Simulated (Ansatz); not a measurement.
Zn₂C

```
CELL_PARAMETERS angstrom
0.00000 2.60443 2.60443
2.60443 0.00000 2.60443
2.60443 2.60443 0.00000
ATOMIC_POSITIONS crystal
C 0.00000 0.00000 0.00000
Zn 0.25000 0.25000 0.25000
Zn 0.75000 0.75000 0.75000
```

Atom numbers follow the list: C1, Zn2, Zn3.

The structure comes from a relaxation in the same program, started in the fluorite type, and has space group Fm-3m. Whether it is a known phase or the ground state wasn't checked.

Level of theory: DFT, PBE, all-electron LAPW, scalar-relativistic (Ansatz 0.2.0).

Numerical set-up: a Γ-centred 11×11×11 k mesh, Fermi–Dirac smearing of 0.08 eV, basis error target 0.5 meV/atom, no spin polarisation.

```yaml
Band_gap: none at this level of theory (metallic, semimetallic, or a small gap that the functional closes)
Density_of_states_at_the_Fermi_level_0.2_eV_bin: 0.00 states/eV per cell
Löwdin_charges_with_0.49_e_of_the_cell_spilling_out_of_the_atomic_basis_so_their_sizes_and_signs_hang_on_that_basis: C1 -1.96, Zn2 1.23 e
Volume_per_atom: 79.5 bohr³
Pressure_at_this_cell: 0.00 GPa
```
